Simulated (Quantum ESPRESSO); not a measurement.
In5AlWTa, input and log of a self-consistent run

A calculation, not a measurement. The program is pw.x of Quantum ESPRESSO 7.5 (plane-wave density functional theory). The cell is made up: eight metal atoms on a face-centred cubic lattice, with elements, volume, strain and displacements drawn at random and not relaxed, so it may be unstable or far from any real phase. PseudoDojo standard norm-conserving files set the functional (PBE unless stated); there is no spin polarisation or spin-orbit coupling, the Fermi-Dirac width of 0.25 eV means electrons at about 2900 K, and the masses in the input are unused placeholders. Heavy elements are run without spin-orbit coupling, which real alloys of them have. A spin test at this wide smearing found no moment, but such smearing suppresses magnetism that the real alloy may have.

Input:

```
&control calculation='scf', pseudo_dir='./dojo.nc.sr.pbe.v0_5.standard.upf', outdir='./o', disk_io='minimal', tprnfor=.true., tstress=.true. /
&system ibrav=0, nat=8, ntyp=4, nbnd=58, ecutwfc=74.01313486, nosym=.true., tot_charge=0,
 occupations='smearing', smearing='fd', degauss=0.0183746611
/
&electrons conv_thr=1.470e-08, electron_maxstep=70, mixing_beta=0.5 /
ATOMIC_SPECIES
Al 1.0 Al.upf
In 1.0 In.upf
Ta 1.0 Ta.upf
W 1.0 W.upf
CELL_PARAMETERS angstrom
0.0085 -2.1083 -2.1535
-6.5035 -2.1227 0.0396
-2.1002 4.1615 -6.3971
ATOMIC_POSITIONS angstrom
In -0.0558 0.0149 -0.1564
Al -2.1059 2.0621 -4.1193
In -2.1093 -0.0499 -2.1328
In -4.2736 2.0824 -6.4771
In -4.3795 -0.2064 -4.0775
W -4.4787 -2.0563 -2.0418
In -6.4632 0.0444 -6.316
Ta -6.5277 -2.164 -4.3263
K_POINTS automatic
8 4 3 1 1 1
```

The log is shortened where brackets say so; the opening notice, blank lines, dates and the lines on written files are dropped, and the path of the files is cut. It prints rydbergs, bohrs and kilobars, and counts compression as positive stress. Its total energy is the free energy E - TS of the whole cell.

```
     Program PWSCF v.7.5
     Parallel version (MPI & OpenMP), running on       4 processor cores
     Number of MPI processes:                 4
     Threads/MPI process:                     1
     [start-up lines left out]
     bravais-lattice index     =            0
     lattice parameter (alat)  =       5.6951  a.u.
     unit-cell volume          =    1051.9683 (a.u.)^3
     number of atoms/cell      =            8
     number of atomic types    =            4
     number of electrons       =        95.00
     number of Kohn-Sham states=           58
     kinetic-energy cutoff     =      74.0131  Ry
     charge density cutoff     =     296.0525  Ry
     scf convergence threshold =      1.5E-08
     mixing beta               =       0.5000
     number of iterations used =            8  plain     mixing
     Exchange-correlation= PBE
                           (   1   4   3   4   0   0   0)
     [axes and pseudopotential details left out]
   Cartesian axes
     site n.     atom                  positions (alat units)
         1        In     tau(   1) = (  -0.0185153   0.0049440  -0.0518958  )
         2        Al     tau(   2) = (  -0.6987688   0.6842353  -1.3668448  )
         3        In     tau(   3) = (  -0.6998970  -0.0165576  -0.7076947  )
         4        In     tau(   4) = (  -1.4180438   0.6909712  -2.1491978  )
         5        In     tau(   5) = (  -1.4531830  -0.0684866  -1.3529749  )
         6        W      tau(   6) = (  -1.4860990  -0.6823108  -0.6774995  )
         7        In     tau(   7) = (  -2.1445856   0.0147326  -2.0957424  )
         8        Ta     tau(   8) = (  -2.1659876  -0.7180473  -1.4355305  )
     number of k points=    48  Fermi-Dirac smearing, width (Ry)=  0.0184
                       cart. coord. in units 2pi/alat
        k(    1) = (  -0.0530398  -0.0163055  -0.0717121), wk =   0.0416667
        k(    2) = (   0.0069532  -0.1968102   0.1052408), wk =   0.0416667
     [further k points left out]
     Dense  grid:    90535 G-vectors     FFT dimensions: (  32,  72,  81)
     Estimated max dynamical RAM per process >     272.64 MB
     Estimated total dynamical RAM >       1.00 GB
     Initial potential from superposition of free atoms
     starting charge      94.9766, renormalised to      95.0000
     Starting wfcs are   69 randomized atomic wfcs
     total cpu time spent up to now is        4.9 secs
     per-process dynamical memory:   204.5 Mb
     Self-consistent Calculation
     iteration #  1     ecut=    74.01 Ry     beta= 0.50
     Davidson diagonalization with overlap
     ethr =  1.00E-02,  avg # of iterations =  3.1
     Threshold (ethr) on eigenvalues was too large:
     Diagonalizing with lowered threshold
     Davidson diagonalization with overlap
     ethr =  7.78E-04,  avg # of iterations =  2.0
     total cpu time spent up to now is       23.4 secs
     total energy              =    -950.41813508 Ry
     estimated scf accuracy    <       0.75989621 Ry
     iteration #  2     ecut=    74.01 Ry     beta= 0.50
     Davidson diagonalization with overlap
     ethr =  8.00E-04,  avg # of iterations =  6.1
     total cpu time spent up to now is       35.3 secs
     total energy              =    -950.03368970 Ry
     estimated scf accuracy    <       8.12147457 Ry
     iteration #  3     ecut=    74.01 Ry     beta= 0.50
     Davidson diagonalization with overlap
     ethr =  8.00E-04,  avg # of iterations =  4.6
     total cpu time spent up to now is       45.6 secs
     total energy              =    -950.77395400 Ry
     estimated scf accuracy    <       0.22579044 Ry
     iteration #  4     ecut=    74.01 Ry     beta= 0.50
     Davidson diagonalization with overlap
     ethr =  2.38E-04,  avg # of iterations =  3.6
     total cpu time spent up to now is       54.9 secs
     total energy              =    -950.79141328 Ry
     estimated scf accuracy    <       0.31293404 Ry
     iteration #  5     ecut=    74.01 Ry     beta= 0.50
     Davidson diagonalization with overlap
     ethr =  2.38E-04,  avg # of iterations =  2.0
     total cpu time spent up to now is       62.7 secs
     total energy              =    -950.81682014 Ry
     estimated scf accuracy    <       0.01925617 Ry
     [iterations 6 to 8 left out]
     iteration #  9     ecut=    74.01 Ry     beta= 0.50
     Davidson diagonalization with overlap
     ethr =  7.68E-08,  avg # of iterations =  2.2
     total cpu time spent up to now is      102.8 secs
     total energy              =    -950.81986511 Ry
     estimated scf accuracy    <       0.00001353 Ry
     iteration # 10     ecut=    74.01 Ry     beta= 0.50
     Davidson diagonalization with overlap
     ethr =  1.42E-08,  avg # of iterations =  3.8
     total cpu time spent up to now is      112.2 secs
     total energy              =    -950.81986699 Ry
     estimated scf accuracy    <       0.00000152 Ry
     iteration # 11     ecut=    74.01 Ry     beta= 0.50
     Davidson diagonalization with overlap
     ethr =  1.60E-09,  avg # of iterations =  4.6
     total cpu time spent up to now is      122.6 secs
     total energy              =    -950.81986744 Ry
     estimated scf accuracy    <       0.00000036 Ry
     iteration # 12     ecut=    74.01 Ry     beta= 0.50
     Davidson diagonalization with overlap
     ethr =  3.83E-10,  avg # of iterations =  2.0
     total cpu time spent up to now is      131.4 secs
     total energy              =    -950.81986750 Ry
     estimated scf accuracy    <       0.00000003 Ry
     iteration # 13     ecut=    74.01 Ry     beta= 0.50
     Davidson diagonalization with overlap
     ethr =  3.23E-11,  avg # of iterations =  3.8
     total cpu time spent up to now is      142.7 secs
     End of self-consistent calculation
     [lines on levels left out]
!    total energy              =    -950.81986751 Ry
     estimated scf accuracy    <          7.4E-09 Ry
     smearing contrib. (-TS)   =      -0.07542056 Ry
     internal energy E=F+TS    =    -950.74444695 Ry
     The total energy is F=E-TS. E is the sum of the following terms:
     one-electron contribution =    -235.19713605 Ry
     hartree contribution      =     192.26970294 Ry
     xc contribution           =    -265.75926714 Ry
     ewald contribution        =    -642.05774670 Ry
     convergence has been achieved in  13 iterations
     Forces acting on atoms (cartesian axes, Ry/au):
     atom    1 type  2   force =     0.04597623   -0.01073448    0.03136472
     atom    2 type  1   force =     0.00215593   -0.00262250   -0.00819240
     atom    3 type  2   force =    -0.03990346    0.00900712   -0.01593017
     atom    4 type  2   force =    -0.01044346   -0.01677134    0.02126984
     atom    5 type  2   force =     0.01229086    0.03716051   -0.03967909
     atom    6 type  4   force =     0.02321447   -0.00285540    0.01049894
     atom    7 type  2   force =    -0.01324084   -0.01024508   -0.00040813
     atom    8 type  3   force =    -0.02004973   -0.00293883    0.00107630
     Total force =     0.102554     Total SCF correction =     0.000426
     Computing stress (Cartesian axis) and pressure
          total   stress  (Ry/bohr**3)                   (kbar)     P=      100.29
   0.00067157   0.00000774   0.00006149           98.79        1.14        9.05
   0.00000774   0.00064219  -0.00004527            1.14       94.47       -6.66
   0.00006149  -0.00004527   0.00073158            9.05       -6.66      107.62
     init_run     :      4.65s CPU      4.82s WALL (       1 calls)
     electrons    :    136.21s CPU    137.76s WALL (       1 calls)
     forces       :      1.39s CPU      1.40s WALL (       1 calls)
     stress       :      4.78s CPU      4.82s WALL (       1 calls)
     [timing details left out]
     PWSCF        :   2m27.12s CPU   2m28.91s WALL
     JOB DONE.
```

In other units: free energy -12936.563 eV for the cell, pressure 10.03 GPa, largest force component 1.182 eV/Å in size. The run took 151 s of wall time with four MPI processes on a shared machine (Intel Xeon, 2023 or later, virtual cores), so the time is rough. A rerun of this cell at a higher cutoff and on a denser mesh moved values by no more than 0.002 eV in energy, 0.07 GPa in stress and 0.020 eV/Å in force, and a second program with other atomic files agreed on that cell to 2 % rms in force and 0.5 GPa in pressure.